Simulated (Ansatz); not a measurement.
Molecular dynamics on a 1×1×1 supercell (6 atoms) of Hg (Fmmm), relaxed with r2SCAN+rVV10. Forces come from r2SCAN in the PAW code Ansatz: a Nosé-Hoover thermostat at fixed volume, 2200 K, steps of 3 fs. Spin polarisation is off, nuclei are classical, and the run is far too short for thermal averages.

```yaml
crystal:
  lattice:
    - [5.6351521648, 0.0, 0.0992471502]
    - [0.0, 5.5776418466, 0.0]
    - [-2.628845213, 0.0, 4.6701544736]
  atoms:
    - { symbol: Hg, position: [0.0, 0.5, 0.5] }
    - { symbol: Hg, position: [0.0, 0.0, 0.0] }
    - { symbol: Hg, position: [0.3333333389, -6.7175e-06, 0.6666667019] }
    - { symbol: Hg, position: [0.6666666611, 0.4999932825, 0.8333332981] }
    - { symbol: Hg, position: [0.6666666611, 1.0000067175, 0.3333332981] }
    - { symbol: Hg, position: [0.3333333389, 0.5000067175, 0.1666667019] }
kpoints:
  mp_grid: { grid: [4, 2, 4] }
hamiltonian:
  xc: r2scan
scf:
  occupations: { method: fermi_dirac, width: 0.19 }
md:
  ensemble: nvt_nose_hoover
  temperature: 2200
  timestep: 3.0
  n_steps: 40
  initial_velocities: maxwell_boltzmann
  seed: 1632
```

Command: `ansatz run input.yaml --threads 4 --pin off --max-ram 4608MiB --backend cpu --events-out ev --progress --plain --runs-dir out`. It ended after 7.6 min on 4 threads of Arm Neoverse N1, on a shared host, load about 0.9 per core; peak host memory 1.1 GiB.

```
step  t (fs)  T (K)  free energy F from step 0 (meV/atom)  kinetic energy (meV/atom)  largest force (eV/Å)
   0       0   2200                                   0.0                      237.0                  0.00
   1       3   2198                                   0.2                      236.8                  0.05
   2       6   2193                                   0.8                      236.2                  0.11
   3       9   2184                                   1.8                      235.2                  0.16
   4      12   2171                                   3.1                      233.9                  0.21
   5      15   2156                                   4.8                      232.2                  0.27
   6      18   2137                                   6.9                      230.2                  0.32
   7      21   2115                                   9.3                      227.8                  0.37
   8      24   2089                                  12.0                      225.1                  0.42
   9      27   2061                                  15.1                      222.1                  0.48
  10      30   2031                                  18.5                      218.7                  0.53
  11      33   1997                                  22.2                      215.1                  0.59
  12      36   1961                                  26.3                      211.3                  0.65
  13      39   1923                                  30.6                      207.1                  0.71
  14      42   1883                                  35.2                      202.8                  0.77
  15      45   1840                                  40.0                      198.2                  0.83
  16      48   1797                                  45.1                      193.5                  0.90
  17      51   1751                                  50.4                      188.7                  0.96
  18      54   1705                                  55.8                      183.7                  1.02
  19      57   1658                                  61.4                      178.6                  1.09
  20      60   1611                                  67.1                      173.6                  1.15
  21      63   1564                                  72.9                      168.5                  1.21
  22      66   1518                                  78.6                      163.5                  1.27
  23      69   1473                                  84.4                      158.6                  1.33
  24      72   1429                                  90.0                      153.9                  1.38
  25      75   1387                                  95.6                      149.4                  1.43
  26      78   1348                                 100.9                      145.2                  1.48
  27      81   1312                                 106.0                      141.3                  1.52
  28      84   1279                                 110.9                      137.8                  1.55
  29      87   1250                                 115.5                      134.7                  1.58
  30      90   1226                                 119.7                      132.0                  1.60
  31      93   1206                                 123.5                      129.9                  1.61
  32      96   1191                                 127.0                      128.3                  1.61
  33      99   1181                                 130.0                      127.2                  1.61
  34     102   1177                                 132.6                      126.8                  1.60
  35     105   1178                                 134.8                      126.9                  1.59
  36     108   1185                                 136.6                      127.7                  1.57
  37     111   1198                                 137.9                      129.0                  1.55
  38     114   1217                                 138.9                      131.1                  1.52
  39     117   1241                                 139.4                      133.7                  1.49
```

The temperature starts at 2200 K, is lowest at step 34 (1177 K, 102 fs) and ends at 1241 K. The thermostat hasn't had time to restore it. The atoms start on their lattice sites with kinetic energy alone, so much of it first passes into potential energy. By the last step the atoms have moved 0.47 Å in the root mean square, the drift of the whole cell taken out, 0.58 Å at most. The job's limit cut the run after 39 of 40 steps.

Positions (Å) and forces (eV/Å) at step 39:
```
Hg  -1.498   2.326   2.578     0.001   0.979   0.076
Hg  -0.352  -0.001  -0.256     1.372   0.539   0.222
Hg   0.428   0.108   2.807     0.020   0.028  -0.342
Hg   1.311   3.103   4.171     0.129  -0.792  -0.296
Hg   3.404   5.383   1.782    -1.067  -0.732  -0.049
Hg   1.404   3.025   0.792    -0.455  -0.023   0.389
```
